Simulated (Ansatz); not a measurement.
HgSe (zinc blende, F-43m) under volume change, plane-wave PAW PBE (Ansatz code), scaled uniformly.

```
V (Å³/atom)  E − E(relaxed) (meV/atom)  P (GPa)
-----------  -------------------------  -------
27.905                            39.9     5.09
28.824                            16.6     3.08
29.744                             [?]      [?]
30.664                             0.0     0.00
31.584                             3.5    -1.17
32.504                            13.0    -2.14
33.424                             [?]      [?]
```

Q: Some entries are withheld; supply them.

A: 
- 33.424, E − E(relaxed) (meV/atom): 27.7
- 33.424, P (GPa): -2.95
- 29.744, E − E(relaxed) (meV/atom): 3.9
- 29.744, P (GPa): 1.40

Q: What does a third-order Birch–Murnaghan fit give for V₀, B₀ and B′?

A: V₀ = 30.66 Å³/atom, B₀ = 42.5 GPa, B′ = 5.0.

The cell was relaxed with PBE under the symmetry of its start; phonons on a q-mesh show no instability. Scalar-relativistic: spin–orbit coupling is off unless named, which matters more the heavier the elements.

Potentials: the later of the program's two PAW sets.
